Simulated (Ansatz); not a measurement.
MgTl:
```cif
data_MgTl
_chemical_formula_sum 'Mg1 Tl1'
_space_group_name_H-M_alt 'Pm-3m'
_space_group_IT_number 221
_space_group_name_Hall '-P 4 2 3'
_cell_length_a 3.63809
_cell_length_b 3.63809
_cell_length_c 3.63809
_cell_angle_alpha 90.000
_cell_angle_beta 90.000
_cell_angle_gamma 90.000
loop_
_atom_site_label
_atom_site_type_symbol
_atom_site_symmetry_multiplicity
_atom_site_Wyckoff_symbol
_atom_site_fract_x
_atom_site_fract_y
_atom_site_fract_z
_atom_site_occupancy
Mg1 Mg 1 a 0.00000 0.00000 0.00000 1
Tl1 Tl 1 b 0.50000 0.50000 0.50000 1
```

Relaxed with r²SCAN.

### Question
Tabulate the valence density and the electron localisation function along the shortest Mg–Tl contact (3.15 Å), r²SCAN (plane waves, PAW; program Ansatz).

### Answer


```
distance from Mg (Å)  density (e/Å³)   ELF
--------------------  --------------  ----
0.32                           15.09  0.35
0.47                            5.54  0.44
0.63                            1.24  0.34
0.79                            0.25  0.10
0.95                            0.13  0.04
1.10                            0.10  0.09
1.26                            0.10  0.28
1.42                            0.12  0.39
1.58                            0.14  0.40
1.73                            0.19  0.38
1.89                            0.29  0.35
2.05                            0.48  0.36
2.21                            0.84  0.39
2.36                            1.54  0.38
2.52                            2.71  0.25
2.68                            4.35  0.08
2.84                            6.34  0.01
```

The density is the valence pseudo-density with augmentation charge, so density and ELF within about 1 Å of a nucleus are not all-electron values.

The workflow started from an entry of the Crystallography Open Database (COD). Its standing as an ambient phase is unchecked. The r²SCAN relaxation kept the symmetry of its start; whether a distortion lowers the energy is not shown. Spin–orbit coupling is left out wherever it is not named.

Potentials: the later of the program's two PAW sets.
